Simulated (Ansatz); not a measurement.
# Data sheet: Bi (DFT)

Bi:
```yaml
crystal:
  lattice:
    - [6.43491, 0.00000, 0.00000]
    - [0.00000, 4.49530, 0.00000]
    - [0.00000, 0.00000, 4.49526]
  atoms:
    - { symbol: Bi, position: [0.72462, 0.25000, 0.24963] }
    - { symbol: Bi, position: [0.27538, 0.75000, 0.75037] }
    - { symbol: Bi, position: [0.22462, 0.25000, 0.25037] }
    - { symbol: Bi, position: [0.77538, 0.75000, 0.74963] }
```

Space group P4/nmm (No. 129); conventional cell a = b = 4.495 Å, c = 3.217 Å, α = β = γ = 90.00°.

Method: plane-wave PAW LDA (Ansatz code). Structure relaxed to zero pressure with the same functional. Other levels are named where they apply.

Cell and energy:

```yaml
volume_per_atom: 32.51 Å³
density: 10.67 g/cm³
```

Electronic structure:

```yaml
electronic_character: metallic (no gap)
Density of states at the Fermi level: 0.23 states/eV per atom (mean over ±0.08 eV)
```

Phonons:

```yaml
highest_zone_centre_frequency: 74 cm⁻¹
zone_centre_stability: unstable, softest mode 68i cm⁻¹
```

The first step of the workflow began from a Materials Project structure, measured or hypothetical; the Crystallography Open Database copy checked does not list it. It is not the phase usual at ambient conditions (space group No. 166). Symmetry was held in the LDA relaxation. As this level gives no gap, phonon frequencies hold no LO–TO term and depend on the k-mesh and smearing (Fermi–Dirac, 0.1 eV here). Point labels and valley counts follow the cell and symmetry of the run, lower than the named group. Axis ratios of metals converge slowly with the k-mesh, so a and c are less sure than the volume. Scalar-relativistic: spin–orbit coupling is off unless named, which matters more the heavier the elements.

Potentials: the earlier of the program's two PAW sets. The files were generated under PBE; for other functionals the program regenerates the frozen cores, and for LDA and PBEsol the local potential too.
